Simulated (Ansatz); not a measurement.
## Phases of Se at 450 GPa

Structure types of Se are relaxed in primitive cells with their symmetry kept at 450 GPa, first on PAW files, then by LAPW. The enthalpy is E + pV at zero temperature, without zero-point motion. Only the types listed were tried, and differences under about 5 meV/atom are mesh noise. Not among the end structures: fcc, which may lie lower.

All numbers are PBEsol results (scalar-relativistic) from Ansatz 0.2.0, with Fermi–Dirac smearing of 0.05 eV, no spin polarisation. Methods: LAPW: all electrons, basis error target 0.5 meV/atom; PAW: frozen-core files, cutoff 420 eV.

k meshes: bcc 20×20×20, hcp 19×19×10, beta tin 19×19×19, simple hexagonal 19×19×18, diamond 15×15×15.

The PAW files were made under PBE.

Q: Order the types by LAPW enthalpy, lowest first.
A. hcp
B. bcc
C. simple hexagonal
D. diamond
E. beta tin

A: A (0 meV/atom), B (9 meV/atom), C (1270 meV/atom), E (1384 meV/atom), D (7947 meV/atom).

```json
{"start type": "bcc", "ends as": "bcc, Im-3m", "a, b, c (Å)": "2.549, 2.549, 2.549", "V (Å³/atom)": "8.28", "H − H(lowest), LAPW (meV/atom)": "8.7", "same, PAW": "8.8"}
{"start type": "hcp", "ends as": "hcp, P6_3/mmc", "a, b, c (Å)": "2.306, 2.306, 3.590", "V (Å³/atom)": "8.26", "H − H(lowest), LAPW (meV/atom)": "0.0", "same, PAW": "0.0"}
{"start type": "beta tin", "ends as": "beta tin, I4_1/amd", "a, b, c (Å)": "4.005, 4.005, 2.127", "V (Å³/atom)": "8.53", "H − H(lowest), LAPW (meV/atom)": "1383.9", "same, PAW": "1385.9"}
{"start type": "simple hexagonal", "ends as": "simple hexagonal, P6/mmm", "a, b, c (Å)": "2.190, 2.190, 2.046", "V (Å³/atom)": "8.50", "H − H(lowest), LAPW (meV/atom)": "1269.6", "same, PAW": "1271.6"}
{"start type": "diamond", "ends as": "diamond, Fd-3m", "a, b, c (Å)": "4.282, 4.282, 4.282", "V (Å³/atom)": "9.81", "H − H(lowest), LAPW (meV/atom)": "7947.4", "same, PAW": "7935.2"}
```
